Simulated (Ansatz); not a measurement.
NiGe3: which magnetic state is lowest?

Level of theory: DFT r2SCAN, scalar-relativistic, plane waves, PAW in Ansatz.

```
CELL_PARAMETERS angstrom
4.03517 0.00000 0.00000
0.00000 4.03517 0.00000
0.00000 0.00000 4.03517
ATOMIC_POSITIONS crystal
Ge 0.00000 0.50000 0.50000
Ge 0.50000 0.00000 0.50000
Ge 0.50000 0.50000 0.00000
Ni 0.00000 0.00000 0.00000
```

The plane-wave cutoff is 500 eV, the Γ-centred k-mesh is 10×10×10 and the occupation rule is Gaussian smearing, 0.1 eV. The list of starting moments (μB, in atom order) is 0 0 0 2.5 and the check for lower electronic states after the SCF is off.

All runs keep this geometry, which isn't relaxed for the lowest state (largest force there 0.000 eV/Å, pressure -3.3 GPa) and needn't be a stable compound; relaxing each order can shift differences of a few meV. Site moments are spin moments in atom-centred spheres that scale with the neighbour distance. The states are those that the runs reached from these starts; a lower one can exist. No antiferromagnetic start is among these.

| start | ends | energy above lowest (meV/atom) | site moments (μB) | gap on mesh (eV) | P (GPa) |
| --- | --- | --- | --- | --- | --- |
| no spin | non-magnetic | 0.00 | none over 0.05 | metal | -3.3 |
| large parallel starting moments | non-magnetic | 0.00 | none over 0.05 | metal | -3.3 |

Cost: 2 runs of about 2.1 core-minutes in all, on Arm Neoverse V1 (shared hosts).